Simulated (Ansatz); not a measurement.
Mo₃Os:
Space group Pm-3n (No. 223); a = b = c = 4.9688 Å, α = β = γ = 90.00°

```tsv
atom	site	symmetry	x	y	z
Mo	6c	-4m.2	0.0000	0.5000	0.2500
Os	2a	m-3.	0.0000	0.0000	0.0000
```

Relaxed with r²SCAN.

Question: Tabulate the valence density and the electron localisation function along the shortest Mo–Os contact (2.78 Å), r²SCAN in the plane-wave PAW code Ansatz.

Answer: 

```
distance from Mo (Å)  density (e/Å³)   ELF
--------------------  --------------  ----
0.28                            6.50  0.56
0.42                            5.85  0.71
0.56                            4.38  0.74
0.69                            2.70  0.67
0.83                            1.42  0.49
0.97                            0.74  0.29
1.11                            0.48  0.23
1.25                            0.40  0.28
1.39                            0.39  0.36
1.53                            0.44  0.35
1.67                            0.57  0.29
1.81                            0.86  0.32
1.94                            1.60  0.45
2.08                            3.10  0.61
2.22                            5.12  0.69
2.36                            6.94  0.67
2.50                            7.82  0.53
```

The density is the valence pseudo-density with augmentation charge, so density and ELF within about 1 Å of a nucleus are not all-electron values.

The workflow started from a Materials Project entry (that database holds measured and hypothetical structures alike); the Crystallography Open Database files this formula in space group No. 223, but the cells were not matched. Whether it is the stable phase at ambient conditions was not checked. The cell was relaxed with r²SCAN under the symmetry of its start; whether a distortion lowers the energy is not shown. No spin polarisation was allowed. Spin–orbit coupling is left out wherever it is not named.

Potentials: the later of the program's two PAW sets.
